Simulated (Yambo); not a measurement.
Yambo input for SnF₃ (space group Fm-3m, No. 225) (a = b = c = 6.1950 Å, α = β = γ = 60.00°), on PBEsol (pw.x of Quantum ESPRESSO, ONCV potentials, scalar-relativistic) wavefunctions on a 4×4×4 mesh:

```
optics
chi
dipoles
kernel
FFTGvecs= 40 Ry
Chimod= "HARTREE"
NGsBlkXd= 3 Ry
% QpntsRXd
 1 | 1 |
%
% BndsRnXd
 1 | 131 |
%
GrFnTpXd= "R"
% EnRngeXd
 0.0 | 20.0 | eV
%
% DmRngeXd
 0.2 | 0.2 | eV
%
CGrdSpXd= 50
ETStpsXd= 161
% LongDrXd
 1.0 | 0.0 | 0.0 |
%
```

First lines of the file o-*.eps_q1_inv_rpa_dyson:

```
Absorption @ Q(1):   1.00000000     0.00000000     0.00000000    [q->0 direction]
#
# [ X ] Hartree size     :  137
# [GEN] GF Energies     : Perdew, Burke & Ernzerhof SOL(X)+Perdew, Burke & Ernzerhof SOL(C)
# [GEN] Green`s Function     : Retarded
#
# [GEN] Gauge     : Length
# [GEN] [r,Vnl] included     : yes
#
#    E[1] [eV]     Im(eps)     Re(eps)     Im(eps_o)     Re(eps_o)
#
     0.000000     -0.15859E-09     2.586834     -0.23256E-17     2.849886
     0.125000     0.002582     2.587632     0.003200     2.850875
     0.250000     0.005194     2.590035     0.006440     2.853853
     0.375000     0.007867     2.594071     0.009758     2.858856
     0.500000     0.010636     2.599787     0.013198     2.865944
     0.625000     0.013536     2.607251     0.016809     2.875206
     0.750000     0.016610     2.616556     0.020643     2.886760
     0.875000     0.019906     2.627820     0.024766     2.900760
     1.000000     0.023483     2.641194     0.029252     2.917401
     1.125000     0.027412     2.656867     0.034194     2.936927
     1.250000     0.031781     2.675075     0.039709     2.959643
     1.375000     0.036701     2.696110     0.045945     2.985933
     1.500000     0.042317     2.720341     0.053092     3.016274
     1.625000     0.048820     2.748227     0.061405     3.051271
     1.750000     0.056465     2.780357     0.071227     3.091696
     1.875000     0.065605     2.817483     0.083035     3.138543
     2.000000     0.076739     2.860587     0.097506     3.193113
     2.125000     0.090591     2.910967     0.115633     3.257137
     2.250000     0.108252     2.970375     0.138923     3.332965
     2.375000     0.131429     3.041220     0.169758     3.423844
     2.500000     0.162928     3.126882     0.212094     3.534361
     2.625000     0.207631     3.232181     0.272907     3.671085
     2.750000     0.274677     3.363930     0.365422     3.843306
     2.875000     0.382637     3.530837     0.516896     4.062637
     3.000000     0.571998     3.737499     0.787374     4.333139
     3.125000     0.921772     3.944168     1.292658     4.587754
     3.250000     1.436584     3.976534     2.023533     4.559609
     3.375000     1.939894     3.895516     2.731843     4.324161
     3.500000     2.782436     3.557543     3.745849     3.544368
     3.625000     3.212407     2.340538     3.748231     1.907773
     3.750000     2.746426     1.310187     2.872379     0.980098
     3.875000     1.848706     0.785952     1.837005     0.706244
     4.000000     1.086126     0.918725     1.106676     0.972774
```
(The file goes on to the top of the energy range.) Convergence of the RPA response with its 4×4×4 mesh was not tested.

Spin-orbit coupling is not included.

Geometry relaxed with PBE+D3(BJ).
